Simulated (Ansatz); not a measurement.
The relaxed structure here is a generated cell of SiS2: the first start was made by placing the elements on the sites of a structure type, and the end was not matched to a known phase here, so it may be hypothetical.

A relaxed cell of SiS2 (Pa-3 (No. 205)), relaxed on a k-mesh at least as fine as the one used below. Calculation: r2SCAN (plane waves to 500 eV, PAW, scalar-relativistic; Ansatz, an electronic-structure program). Γ-centred k-mesh 5×5×5 on the run's cell, Fermi–Dirac smearing 0.05 eV.

```
CELL_PARAMETERS angstrom
      5.72713     0.00000     0.00000
      0.00000     5.72713     0.00000
      0.00000     0.00000     5.72713
ATOMIC_POSITIONS crystal
  Si 0.00000 0.00000 0.00000
  Si 0.50000 0.50000 0.00000
  Si 0.00000 0.50000 0.50000
  Si 0.50000 0.00000 0.50000
  S  0.34717 0.34717 0.34717
  S  0.84717 0.15283 0.65283
  S  0.65283 0.84717 0.15283
  S  0.15283 0.65283 0.84717
  S  0.65283 0.65283 0.65283
  S  0.15283 0.84717 0.34717
  S  0.34717 0.15283 0.84717
  S  0.84717 0.34717 0.15283
```

The atoms are displaced by (Å):

| atom | ux | uy | uz |
|---|---|---|---|
| Si1 | 0.066 | 0.038 | 0.037 |
| Si2 | 0.014 | 0.026 | -0.197 |
| Si3 | -0.162 | -0.040 | -0.014 |
| Si4 | -0.111 | 0.049 | -0.064 |
| S5 | 0.000 | 0.060 | 0.052 |
| S6 | 0.030 | 0.089 | -0.177 |
| S7 | -0.081 | 0.087 | 0.035 |
| S8 | -0.109 | 0.035 | 0.044 |
| S9 | -0.127 | 0.108 | 0.041 |
| S10 | -0.091 | 0.002 | 0.008 |
| S11 | 0.016 | 0.014 | 0.002 |
| S12 | -0.149 | 0.012 | -0.055 |

Problem. What forces (eV/Å) and pressure result?

Solution. 
```json
[
 {"atom": "Si1", "Fx": "-0.66", "Fy": "0.13", "Fz": "-0.09"},
 {"atom": "Si2", "Fx": "-1.00", "Fy": "0.00", "Fz": "1.78"},
 {"atom": "Si3", "Fx": "0.89", "Fy": "1.16", "Fz": "-0.48"},
 {"atom": "Si4", "Fx": "-0.04", "Fy": "0.43", "Fz": "-0.11"},
 {"atom": "S5", "Fx": "-0.69", "Fy": "0.14", "Fz": "-0.62"},
 {"atom": "S6", "Fx": "-0.98", "Fy": "-1.52", "Fz": "1.53"},
 {"atom": "S7", "Fx": "0.34", "Fy": "-0.72", "Fz": "-0.48"},
 {"atom": "S8", "Fx": "0.06", "Fy": "-0.31", "Fz": "-0.37"},
 {"atom": "S9", "Fx": "1.16", "Fy": "0.31", "Fz": "-1.24"},
 {"atom": "S10", "Fx": "0.31", "Fy": "0.01", "Fz": "-0.02"},
 {"atom": "S11", "Fx": "-0.12", "Fy": "0.24", "Fz": "-0.08"},
 {"atom": "S12", "Fx": "0.73", "Fy": "0.11", "Fz": "0.18"}
]
```

Pressure +2.1 GPa.

Problem. Estimate the energy cost of the displacement in the harmonic approximation and compare with the calculation.

Solution. For a harmonic well ΔE = −½ Σ F·u = 0.732 eV a cell, or 61 meV/atom. The calculated energy relative to the undisplaced cell is +0.06 eV/atom, so the harmonic estimate holds well.

No spin polarisation in the result.

The run that gave the undisplaced cell could not lose the symmetry of its start; a randomly shaken copy of 12 atoms returns to this structure.
